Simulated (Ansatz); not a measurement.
A frame of Co5Si3 from dynamics at 2520 K, with the forces (eV/Å) computed on a k mesh in the last three columns. All numbers below come from DFT PBE, scalar-relativistic, plane waves, PAW in Ansatz.

Plane waves to 420 eV, a k mesh through Γ of 4×4×4 on the computed 16-atom cell and Fermi–Dirac smearing (0.22 eV); no spin polarisation.

```xyz
16
Lattice="6.034 0.013 0.009 0.013 5.867 0.129 0.009 0.129 6.114" Properties=species:S:1:pos:R:3:forces:R:3 pbc="T T T"
Co    3.001    4.444    5.557    0.820   -1.110   -1.070
Co    4.394    5.805    1.053   -0.080   -0.570   -0.010
Co    2.249    0.563    6.009    1.810    1.790   -1.680
Co    0.778    2.526    4.347    0.030   -2.880    0.550
Co    2.166    4.819    1.691   -0.730   -0.030    0.040
Co    3.495    2.586    0.920   -1.330   -1.400   -1.760
Co    5.643    1.188    2.533   -0.010   -1.120    0.600
Co    0.482    4.523    3.605    0.510    0.570   -3.050
Co    5.586    0.151    4.716   -1.130    0.990    1.530
Co    3.055    3.168    3.097   -1.960   -1.460    1.270
Si    4.537    2.951    4.658    0.940   -0.900    1.320
Si    0.425    1.096    0.503   -2.410    0.660   -0.270
Si    0.764    4.135    5.789    0.140    1.360    2.070
Si    5.036    3.199    2.170    2.620    2.230    0.250
Si    2.023    1.219    2.529   -0.690   -0.480   -0.520
Si    3.587    5.190    3.405    1.480    2.360    0.720
```

Static pressure -1.7 GPa (no kinetic part), no gap on the mesh.

Counting as bonded all pairs within 1.2 times the summed covalent radii:

```tsv
atom → neighbour	mean count	mean length (Å)	spread (Å)
Co → Co	5.00	2.53	0.23
Co → Si	3.10	2.39	0.21
Si → Co	5.17	2.39	0.21
Si → Si	1.00	2.56	0.01
```

Angles between all pairs of such bonds at an atom (mean ± spread): 98 ± 33° at Co, 98 ± 33° at Si.

Spin polarisation was left out, and a magnetic state may lie lower.

Cost: 1 run of about 0.94 core-minutes, on AMD EPYC 9R45 (Zen 5) (shared hosts).